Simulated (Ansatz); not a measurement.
ZrB$_{2}$ (AlB2 type, space group P6/mmm)

```xyz
6
Lattice="3.1714 0.0000 0.0000 -1.5857 2.7465 0.0000 0.0000 0.0000 7.0826" Properties=species:S:1:pos:R:3 pbc="T T T"
Zr     0.0000     0.0000     0.0000
Zr     0.0000     0.0000     3.5413
B      0.0000     1.8310     1.7707
B      0.0000     1.8310     5.3120
B      1.5857     0.9155     1.7707
B      1.5857     0.9155     5.3120
```

The atoms are displaced by Q × the pattern below (from a DFPT mode at A = (0.0, 0.0, 0.5), largest move 1; Q in Å), at fixed cell. (q is in reciprocal vectors of the primitive cell; the cell shown is doubled to hold the pattern.)

```
atom      x      y       z
----  -----  -----  ------
B3    0.000  0.000  -1.000
B4    0.000  0.000   1.000
B5    0.000  0.000   1.000
B6    0.000  0.000  -1.000
```

Atoms not listed stay in place.

Method: PBE (plane waves to 420 eV, PAW, scalar-relativistic; Ansatz, a quantum-chemistry and plane-wave program). k mesh 17×17×7 (Γ-centred), Fermi-Dirac smearing 0.05 eV. The energy includes the smearing's −TS. With partly filled bands, energies and forces of such displacements shift with the k mesh and the smearing. ZrB2 is run without spin polarisation. ZrB2 was relaxed with its symmetry unable to fall. ΔE is measured from the undisplaced structure. The last digit holds for this mesh only.

| Q (Å) | ΔE (meV/cell) |
|---|---|
| -0.1000 | 302.1 |
| -0.0833 | withheld |
| -0.0667 | 134.0 |
| -0.0500 | 75.3 |
| -0.0333 | 33.5 |
| -0.0167 | 8.4 |
| 0.0000 | 0.0 |
| 0.0167 | 8.4 |
| 0.0333 | 33.5 |
| 0.0500 | 75.3 |
| 0.0667 | 134.0 |
| 0.0833 | withheld |
| 0.1000 | 302.1 |

Question: Fit an even polynomial form (powers 2, 4) to the given rows and predict ΔE at Q = 0.0833.

Answer: Least squares on the 11 given rows: ΔE = (30080)·Q² + (13130)·Q⁴, in meV/cell with Q in Å; root-mean-square residual 0.07 meV/cell. At 0.0833 the fit gives 209.4 meV/cell; the calculation gives 209.6 meV/cell, so the interpolation is off by -0.2 (-0.1 %). The quadratic term alone would give 208.7 meV/cell.

(A displaced cell: forces are minus the slopes of the energy, force constants its curvatures, and phonons follow from these.)
